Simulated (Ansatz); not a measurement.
GaSb (zinc blende)

```xyz
2
Lattice="0.0000 3.0560 3.0560 3.0560 0.0000 3.0560 3.0560 3.0560 0.0000" Properties=species:S:1:pos:R:3 pbc="T T T"
Sb     4.5840     4.5840     4.5840
Ga     0.0000     0.0000     0.0000
```

The relaxed cell is deformed in two ways at once: its volume V is scaled, and at that volume it is stretched along z (the c axis of the conventional cell) so that c/a changes. Fractional atomic positions are held.

The numbers are results of PBEsol (plane waves to 420 eV, PAW, scalar-relativistic; Ansatz, an electronic-structure program), not measurements. k mesh 13×13×13 (Γ-centred), Fermi-Dirac smearing 0.05 eV. E stands for the smeared free energy. With partly filled bands, the response to shear is sensitive to the k mesh, so small differences along c/a are uncertain. At this level the bands of GaSb touch or barely overlap; measurements give the solid a gap. GaSb was relaxed with its symmetry unable to fall. Spin-orbit coupling is left out, though Sb is heavy. The PAW data are Ansatz's earlier set. The last digit holds for this mesh only.

Changes of ΔE (kJ/mol of atoms) from the point V/V₀ = 1.000, (c/a)/(c/a)₀ = 1.000 when one coordinate moves alone (two changes are said to add if the coupling is within 5 % of the smaller one, nearly so within 20 %):

```
point                               change
----------------------------------  ------
V/V₀ = 1.000, (c/a)/(c/a)₀ = 0.880    3.43
V/V₀ = 1.000, (c/a)/(c/a)₀ = 0.940    0.89
V/V₀ = 0.920, (c/a)/(c/a)₀ = 1.000    3.31
V/V₀ = 0.960, (c/a)/(c/a)₀ = 1.000    0.76
V/V₀ = 1.040, (c/a)/(c/a)₀ = 1.000    0.66
V/V₀ = 1.080, (c/a)/(c/a)₀ = 1.000    2.46
V/V₀ = 1.000, (c/a)/(c/a)₀ = 1.060    0.92
V/V₀ = 1.000, (c/a)/(c/a)₀ = 1.120    3.67
```

### Question
What is the change at V/V₀ = 0.920, (c/a)/(c/a)₀ = 0.880, where both move, and how far is it from the sum?

### Answer
The sum of the single changes is 3.31 + (3.43) = 6.74; the calculation gives 6.36, so the coupling contributes -0.38 (under 20 % of the smaller single change, nearly additive).

(A scan under strain: stresses follow from slopes of the energy per volume, elastic moduli from its curvatures.)
